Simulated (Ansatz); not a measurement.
# Ansatz 0.2.0, relaxation: BaMg2GeS4

Run with:

```bash
ansatz run input.yaml --threads 2 --pin off --max-ram 2560MiB --backend cpu --events-out ev --progress --plain --runs-dir out
```

input.yaml:

```yaml
crystal:
  lattice:
    - [-3.349089, 3.349089, 3.932285]
    - [3.349089, -3.349089, 3.932285]
    - [3.349089, 3.349089, -3.932285]
  atoms:
    - { symbol: Ge, position: [0.5, 0.5, 0.0] }
    - { symbol: Mg, position: [0.75, 0.25, 0.5] }
    - { symbol: Mg, position: [0.25, 0.75, 0.5] }
    - { symbol: S, position: [0.5323, 0.5323, 0.3766] }
    - { symbol: S, position: [0.4677, 0.8443, 0.0] }
    - { symbol: S, position: [0.1557, 0.1557, 0.6234] }
    - { symbol: S, position: [0.8443, 0.4677, 0.0] }
    - { symbol: Ba, position: [0.0, 0.0, 0.0] }
  symmetry: { tolerance: 0.0003 }
kpoints:
  mp_grid: { grid: [6, 6, 6], shift: [0, 0, 0] }
magnetization:
  spin_polarized: false
scf:
  occupations: { method: fermi_dirac }
  lower_state_search: "off"
hamiltonian:
  pseudopotentials: { kind: paw }
  xc: pbe
basis:
  ecutwfc: 420
  fft_grid_basis: typed
relax:
  max_steps: 40
  cell: { p_target: 0.0 }
  f_tol: 0.03
output:
  forces: true
  stress: true
  eigenvalues: true
  bader: true
  populations: true
  elf: true
  write_potential: true
  volumetric_format: npy
  dos:
    e_range: [-12, 8]
    de: 0.05
    projected: { site_lists: { Ba: [Ba], Ge: [Ge], Mg: [Mg], S: [S] } }
  write_density: true
checkpoint:
  read: saved_state
```

Origin of the cell: a known structure type with other elements, at an estimated volume, so it need not be a known compound.

The smearing width isn't typed, so it takes its default of 0.1 eV.

The saved state is a converged single point of the same cell.

Steps («new basis» is an SCF on plane waves selected anew at the same cell):

```csv
step,ΔF (meV/atom),max force component (eV/Å),P (GPa),volume (Å³),SCF iterations,step was
1,0.0,1.276,7.01,176.42,6,accepted
2,-102.1,0.924,3.47,187.67,8,accepted
3,-245.8,0.373,0.17,200.27,7,accepted
4,-260.0,0.173,-0.59,203.15,6,accepted
5,-262.9,0.059,-0.12,201.64,5,accepted
6,-263.6,0.015,0.03,202.01,7,accepted
7,-263.9,0.001,0.01,203.14,7,accepted
8,-263.9,0.000,0.00,203.33,8,accepted
9,-264.4,0.000,0.04,203.33,8,new basis
10,-264.5,0.004,-0.01,204.04,6,accepted
11,-264.5,0.007,0.02,204.13,8,accepted
12,-264.5,0.007,0.02,204.13,6,new basis
```

Step 1, with forces in eV/Å:

```xyz
8
Lattice="-3.349 3.349 3.932 3.349 -3.349 3.932 3.349 3.349 -3.932" Properties=species:S:1:pos:R:3:forces:R:3 pbc="T T T" step=1
Ge    0.000    0.000    3.932    0.000    0.000    0.000
Mg    0.000    3.349    1.966    0.000    0.000    0.000
Mg    3.349    0.000    1.966    0.000    0.000    0.000
S     1.261    1.261    2.705    1.111    1.111   -1.276
S     1.261   -1.261    5.159    1.111   -1.111    1.276
S     2.088    2.088   -1.227   -1.111   -1.111   -1.276
S    -1.261    1.261    5.159   -1.111    1.111    1.276
Ba    0.000    0.000    0.000    0.000    0.000    0.000
```

Step 2, with forces in eV/Å:

```xyz
8
Lattice="-3.413 3.413 4.028 3.413 -3.413 4.028 3.413 3.413 -4.028" Properties=species:S:1:pos:R:3:forces:R:3 pbc="T T T" step=2
Ge    0.000    0.000    4.028    0.000    0.000    0.000
Mg    0.000    3.413    2.014    0.000    0.000    0.000
Mg    3.413    0.000    2.014    0.000    0.000    0.000
S     1.301    1.301    2.687    0.924    0.924   -0.863
S     1.301   -1.301    5.368    0.924   -0.924    0.863
S     2.112    2.112   -1.341   -0.924   -0.924   -0.863
S    -1.301    1.301    5.368   -0.924    0.924    0.863
Ba    0.000    0.000    0.000    0.000    0.000    0.000
```

Step 3, with forces in eV/Å:

```xyz
8
Lattice="-3.455 3.455 4.195 3.455 -3.455 4.195 3.455 3.455 -4.195" Properties=species:S:1:pos:R:3:forces:R:3 pbc="T T T" step=3
Ge    0.000    0.000    4.195    0.000    0.000    0.000
Mg    0.000    3.455    2.097    0.000    0.000    0.000
Mg    3.455    0.000    2.097    0.000    0.000    0.000
S     1.432    1.432    2.679    0.373    0.373   -0.193
S     1.432   -1.432    5.711    0.373   -0.373    0.193
S     2.022    2.022   -1.516   -0.373   -0.373   -0.193
S    -1.432    1.432    5.711   -0.373    0.373    0.193
Ba    0.000    0.000    0.000    0.000    0.000    0.000
```

Step 4, with forces in eV/Å:

```xyz
8
Lattice="-3.441 3.441 4.290 3.441 -3.441 4.290 3.441 3.441 -4.290" Properties=species:S:1:pos:R:3:forces:R:3 pbc="T T T" step=4
Ge    0.000    0.000    4.290    0.000    0.000    0.000
Mg    0.000    3.441    2.145    0.000    0.000    0.000
Mg    3.441    0.000    2.145    0.000    0.000    0.000
S     1.516    1.516    2.720   -0.097   -0.097    0.173
S     1.516   -1.516    5.861   -0.097    0.097   -0.173
S     1.924    1.924   -1.571    0.097    0.097    0.173
S    -1.516    1.516    5.861    0.097   -0.097   -0.173
Ba    0.000    0.000    0.000    0.000    0.000    0.000
```

Step 5, with forces in eV/Å:

```xyz
8
Lattice="-3.431 3.431 4.281 3.431 -3.431 4.281 3.431 3.431 -4.281" Properties=species:S:1:pos:R:3:forces:R:3 pbc="T T T" step=5
Ge    0.000    0.000    4.281    0.000    0.000    0.000
Mg    0.000    3.431    2.141    0.000    0.000    0.000
Mg    3.431    0.000    2.141    0.000    0.000    0.000
S     1.503    1.503    2.746   -0.017   -0.017    0.059
S     1.503   -1.503    5.817   -0.017    0.017   -0.059
S     1.929    1.929   -1.536    0.017    0.017    0.059
S    -1.503    1.503    5.817    0.017   -0.017   -0.059
Ba    0.000    0.000    0.000    0.000    0.000    0.000
```

Step 6, with forces in eV/Å:

```xyz
8
Lattice="-3.421 3.421 4.314 3.421 -3.421 4.314 3.421 3.421 -4.314" Properties=species:S:1:pos:R:3:forces:R:3 pbc="T T T" step=6
Ge    0.000    0.000    4.314    0.000    0.000    0.000
Mg    0.000    3.421    2.157    0.000    0.000    0.000
Mg    3.421    0.000    2.157    0.000    0.000    0.000
S     1.496    1.496    2.792    0.015    0.015    0.002
S     1.496   -1.496    5.837    0.015   -0.015   -0.002
S     1.925    1.925   -1.522   -0.015   -0.015    0.002
S    -1.496    1.496    5.837   -0.015    0.015   -0.002
Ba    0.000    0.000    0.000    0.000    0.000    0.000
```

Step 12, with forces in eV/Å:

```xyz
8
Lattice="-3.406 3.406 4.399 3.406 -3.406 4.399 3.406 3.406 -4.399" Properties=species:S:1:pos:R:3:forces:R:3 pbc="T T T" step=12
Ge    0.000    0.000    4.399    0.000    0.000    0.000
Mg    0.000    3.406    2.200    0.000    0.000    0.000
Mg    3.406    0.000    2.200    0.000    0.000    0.000
S     1.497    1.497    2.872   -0.007   -0.007   -0.002
S     1.497   -1.497    5.926   -0.007    0.007    0.002
S     1.909    1.909   -1.527    0.007    0.007   -0.002
S    -1.497    1.497    5.926    0.007   -0.007    0.002
Ba    0.000    0.000    0.000    0.000    0.000    0.000
```

```yaml
Free_energy_lowered_by: 264.5 meV/atom
Volume_change: 15.70 %
Final_pressure: 0.02 GPa
Relaxation_steps_listed: 12
Formation_energy_elements_under_the_same_functional_gases_as_molecules_uncorrected: -1.118 eV/atom
```

Caveats: the relaxation held the start's symmetry, so the end may be a saddle point.

The run took 180 s of wall time on 2 CPU thread(s) of a shared host, from a saved density.
